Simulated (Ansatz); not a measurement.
Level of theory: Ansatz, DFT PBE, scalar-relativistic, plane waves, PAW. All cells share a 420 eV cutoff and Γ-centred k meshes spaced about 0.3 Å⁻¹ or finer (0.25 for metals, 2π included). No spin polarisation.

Temperature and zero-point effects are left out.

Compare these two cells of B2C, each relaxed at this level.

1.

```
B C
1.0
    -1.36917    1.36917    5.88897
     1.36917   -1.36917    5.88897
     1.36917    1.36917   -5.88897
B C
4 2
Cartesian
  1.3692 0.0000 5.1251
  1.3692 0.0000 0.7639
  0.0000 0.0000 3.7084
  0.0000 0.0000 8.0695
  0.0000 0.0000 0.0000
  0.0000 1.3692 2.9445
```

2.

```
B C
1.0
     1.28607   -3.91075    0.00000
     1.28607    3.91075    0.00000
     0.00000    0.00000    3.43370
B C
2 1
Direct
  0.50000 0.50000 0.24549
  0.50000 0.50000 0.75451
  0.00000 0.00000 0.50000
```

Problem. Which form is favoured at zero pressure, and by what margin per atom?

Solution. Cell 1 is lower, by 141 meV/atom. Cell 1 has B and C ordered on diamond sites, space group I4_1/amd (No. 141), 7.4 Å³/atom and no gap on its mesh; cell 2 has space group Cmmm (No. 65), 11.5 Å³/atom and no gap. Counting C atoms around B (those within 1.25 times the shortest such distance or 1.15 times the sum of covalent radii), cell 1 and cell 2 both have B 2. Cell 1 and cell 2 both hold B–B chains. Even the lower one lies +0.33 eV/atom against the reference forms of the elements (uncorrected), so neither is stable at this level. Both come from trial cells of a structure search, whose lowest cell (P-1, 7.5 Å³/atom) lies 115 meV/atom below the lower of the two.

No dispersion correction is applied, so the spacing and binding between layers, chains or molecules are poorly described (Cmmm), and this can change margins and order among such cells. Trial moments fell under 0.15 μB along the way in I4_1/amd and Cmmm; another start might hold them. With atoms moved at random, cell 1 (by 76 meV/atom) fell into a lower structure. Cell 2 had no clear such test and can be a saddle point. Some structure types and database cells were kept out of the candidates from the start, so a known form may be missing.
